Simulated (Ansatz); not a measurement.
The relaxed structure here is a generated cell of Mo2N: the first start was made by a random draw of sites in a space group, and the end was not matched to a known phase here, so it may be hypothetical.

A relaxed structure of Mo2N. Space group Cmmm (No. 65). Method: r2SCAN (plane waves to 500 eV, PAW, scalar-relativistic; Ansatz, a program for electronic structure).

```cif
data_Mo2N
_chemical_formula_sum 'Mo2 N1'
_space_group_name_H-M_alt 'P 1'
_space_group_IT_number 1
_cell_length_a 3.71398
_cell_length_b 3.71398
_cell_length_c 3.14697
_cell_angle_alpha 90.000
_cell_angle_beta 90.000
_cell_angle_gamma 91.166
loop_
_space_group_symop_operation_xyz
  'x, y, z'
loop_
_atom_site_label
_atom_site_type_symbol
_atom_site_fract_x
_atom_site_fract_y
_atom_site_fract_z
_atom_site_occupancy
Mo1 Mo 0.24582 0.24582 0.00000 1
Mo2 Mo 0.75418 0.75418 0.00000 1
N1 N 0.00000 0.00000 0.50000 1
```

For Mo2N, the volume per atom comes out as 14.47 Å³, the band gap is no gap (metallic) and the shortest distances is Mo–N 2.03 Å; Mo–Mo 2.56 Å; N–N 3.15 Å. The k-mesh is 13×13×15.

Band energies at high-symmetry points (eV from the Fermi level; labels of this space group; no spin-orbit coupling), from −5 eV up to 1.5 eV:

```json
[
 {"point": "Γ", "energies": "-4.88 -4.34 -0.77 -0.42 0.18"},
 {"point": "Y", "energies": "-4.88 -3.49 -3.21 -1.49 -1.29 0.49 0.92"},
 {"point": "C0", "energies": "-4.88 -3.48 -3.21 -1.49 -1.29 0.49 0.93"},
 {"point": "Σ0", "energies": "-4.88 -3.48 -3.21 -1.49 -1.29 0.49 0.93"},
 {"point": "Z", "energies": "-4.64 -4.58 -4.24 -3.74 -2.66 -2.23 -0.98"},
 {"point": "A0", "energies": "-4.86 -2.87 -1.31 -1.01 0.52 1.11"},
 {"point": "E0", "energies": "-4.86 -2.87 -1.31 -1.01 0.52 1.11"},
 {"point": "T", "energies": "-4.86 -2.87 -1.31 -1.01 0.52 1.12"}
]
```

No spin polarisation in the result. The relaxed primitive cell holds an odd number of electrons. A magnetic state may lie lower.

The run could not lose the symmetry of its start, so the end can be a saddle point.
